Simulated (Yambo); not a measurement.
# Convergence of the G0W0 gap of NaOH monolayer

G0W0@PBEsol for a free-standing NaOH monolayer (symmetry P4/nmm, slab cell 18.1 Å high) in Yambo. Reference settings: 6×6×1 Γ-centred k mesh, bands 3 to 136 and a 7 Ry block in the screening, 136 bands in G with the Bruneval-Gonze terminator, plasmon pole fitted at 27.2 eV, slab-truncated Coulomb interaction, stochastic integration of W near q = 0. The PBEsol gap Γ → Γ on this mesh is 2.82 eV; G0W0 gaps are taken between the same points.

```csv
change from the reference,G0W0 gap Γ → Γ (eV),shift of the valence edge (eV),rough Yambo cost
reference settings,6.12,-2.23,1
"52 bands in W, 52 bands in G",6.17,-2.09,about 1/3
"88 bands in W, 88 bands in G",6.12,-2.17,within a factor of two
52 bands in G,6.11,-2.19,–
88 bands in G,6.12,-2.22,–
no stochastic integration of W,6.51,-2.47,–
6 Ry block,6.11,-2.23,within a factor of two
pole fitted at 40 eV,6.16,-2.27,–
4×4×1 mesh,6.08,-2.16,about 1/3
"52 bands in G, no terminator",5.64,-1.61,–
"88 bands in G, no terminator",5.79,-1.82,–
no terminator,5.89,-1.95,–
```

The reference isn't shown to be the converged limit. Costs are rough (shared machines), scaled to the same edge states, and given only for runs that recompute the screening. Without the stochastic integration, the mesh misses the sharp change of W near q = 0 in a layer: the 0.38 eV of that row are a sampling artefact.

Geometry relaxed with PBEsol; primitive cell a = b = 3.3717 Å, c = 18.1000 Å, α = β = γ = 90.00°.

This is a model layer cut from the bulk structure; whether it is stable on its own was not checked.

A shift is the quasiparticle energy of the state minus its PBEsol energy.
